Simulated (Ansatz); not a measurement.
CsBr:
```
CsBr
1.0
    4.24215     0.00000     0.00000
    0.00000     4.24215     0.00000
    0.00000     0.00000     4.24215
Cs Br
1 1
Cartesian
  0.00000   0.00000   0.00000
  2.12107   2.12107   2.12107
```

PBEsol in the plane-wave PAW code Ansatz gives a gap of 4.45 eV without spin–orbit coupling, maximum at Γ, minimum at Γ.

Task: What happens when spin–orbit coupling is switched on?

Result: The gap shrinks by 0.19 eV, to 4.26 eV; maximum at Γ, minimum at Γ.

Task: How large is the spin–orbit splitting of the valence top at Γ?

Result: The fourfold level lies 0.57 eV above the split-off pair.

Task: Give the electron effective mass with spin–orbit coupling.

Result: 0.29 mₑ (isotropic).

Task: Give the hole effective mass with spin–orbit coupling, band 1 of 2 at the edge.

Result: 3.2 along [100], 2.3 along [110], 2.1 along [111] (mₑ).

Task: Give the hole effective mass with spin–orbit coupling, band 2 of 2 at the edge.

Result: 0.55 along [100], 0.58 along [110], 0.60 along [111] (mₑ).

Space group Pm-3m (CsCl type). Symmetry was held in the PBEsol relaxation.

Potentials: the later of the program's two PAW sets.
